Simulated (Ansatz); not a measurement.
InFeS, a known structure type with other elements, at an estimated volume

```
CELL_PARAMETERS angstrom
3.64497 0.00000 0.00000
0.00000 3.64497 0.00000
0.00000 0.00000 8.06096
ATOMIC_POSITIONS crystal
Fe 0.00000 0.50000 0.27600
Fe 0.50000 0.00000 0.72400
S 0.00000 0.50000 0.62200
S 0.50000 0.00000 0.37800
In 0.00000 0.00000 0.00000
In 0.50000 0.50000 0.00000
```

Single point in Ansatz 0.2.0 with PBE, non-collinear spin. Cutoff 420 eV, PAW datasets, 5×5×3 Γ-centred k mesh, fermi-dirac filling (width 0.1 eV).

Magnetic state (reached from a saved solution, and it need not be the lowest): Fe1 along (-0.61, 0.70, 0.38), Fe2 along (-0.61, 0.69, 0.39).

**Forces.** The largest is on Fe1 (and as large on other atoms): 1.18 eV/Å, components (0.00, 0.00, 1.18). It makes 72° with the line to a nearest neighbour, S4 at 2.71 Å.
**Charges.** Bader charges in e: In +0.09, Fe +0.68, S -0.77. In the mean Fe gives up most and S takes most.
**Formation energy.** 0.49 eV an atom against the elements' usual phases (free molecules for gases, crystals otherwise, with no correction for O₂ or N₂), so at this geometry it isn't bound against them. Relaxing would lower it.
**Stress.** The pressure is 4.8 GPa (compression positive), so with the atoms held at these fractions the cell would first expand; the forces are large, so a full relaxation may end otherwise. The principal stresses -7.3, 10.9, 10.9 GPa differ, so its shape would change too.
**Electronic structure.** It is a metal, with about 3.8 states/eV a cell as the mean within 0.25 eV of the Fermi level, mostly Fe d (56 %) and S p (31 %).

Origin: a known structure type with other elements, at an estimated volume, so it need not be a known compound. Caveats: semilocal functionals often miss the gap of such magnets; the k mesh is coarse if the cell is a metal.
